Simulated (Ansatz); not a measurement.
BN:
```yaml
crystal:
  lattice:
    - [3.73545, 0.00000, 0.00000]
    - [-1.86772, 3.23499, 0.00000]
    - [0.00000, 0.00000, 7.85250]
  atoms:
    - { symbol: B, position: [0.99987, 0.99987, 0.50000] }
    - { symbol: B, position: [0.00013, 0.00000, 0.83333] }
    - { symbol: B, position: [0.00000, 0.00013, 0.16667] }
    - { symbol: N, position: [0.00032, 0.00032, 0.00000] }
    - { symbol: N, position: [0.99968, 0.00000, 0.33333] }
    - { symbol: N, position: [0.00000, 0.99968, 0.66667] }
```

Relaxed with PBE+D3(BJ). Special points in fractions of this cell's reciprocal vectors: Γ (0.000, 0.000, 0.000); M (0.500, 0.000, 0.000); K (0.333, 0.333, 0.000); A (0.000, 0.000, 0.500); L (0.500, 0.000, 0.500); H (0.333, 0.333, 0.500).

Question: List the band energies nearest the valence-band maximum at these points for PBE+D3(BJ) in the plane-wave PAW code Ansatz.

Answer: In eV from the valence-band maximum; about four levels below and three above (degenerate sets whole), none deeper than 8.9 eV; points with the same levels are listed once.

```
k                                below                          above
-  -----------------------------------  -----------------------------
Γ              -1.21 -1.21 -1.21 -1.21                 4.00 6.53 6.53
M              -2.32 -2.32 -1.44 -1.44            4.92 4.92 6.27 6.27
K              -1.98 -1.98 -1.98 -1.98            5.37 5.37 5.37 5.37
A    -2.60 -2.60 -2.60 -2.60 0.00 0.00            4.53 4.53 4.72 4.72
L              -2.86 -2.86 -0.82 -0.17            2.56 4.12 7.64 7.64
H  -3.48 -3.48 -3.48 -3.48 -0.57 -0.57  3.11 3.11 8.39 8.39 8.39 8.39
```

Space group P6/mmm. The start of the workflow was typed in or built on a structure type; neither database checked (COD, Materials Project) lists it. It is not the phase usual at ambient conditions (space group No. 186, 194, 216). Symmetry was held in the PBE+D3(BJ) relaxation; its stability against distortions is not shown here. The volume moved by 89 % from the start of the relaxation. Point labels and valley counts follow the cell and symmetry of the run, lower than the named group.

Potentials: the later of the program's two PAW sets.
